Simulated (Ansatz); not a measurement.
BAs (zinc blende, space group No. 216), PBE in the plane-wave PAW code Ansatz, all energies at zero smearing, with the estimated change up to a 700 eV cutoff added, with one set of potentials and settings (totals compare only within such a set). Cell of 2 atoms (1 B, 1 As): -5012.107 eV.

| element | reference phase | E (eV/atom) |
|---|---|---|
| B | R-3m, 12 atoms in the cell | -155.9161 |
| As | R-3m, 2 atoms in the cell | -4856.1377 |

Formation energy per atom, worked out: (-5012.107 − 1×(-155.9161) − 1×(-4856.1377))/2 = -0.027 eV/atom (-3 kJ per mol of atoms), at 0 K, without zero-point energy or fitted corrections.

Space group F-43m (zinc blende). Symmetry was held in the PBE relaxation. The volume moved by 20 % from the start of the relaxation. The references are the lowest solids computed at this level, not always the standard phases.

Potentials: the later of the program's two PAW sets.
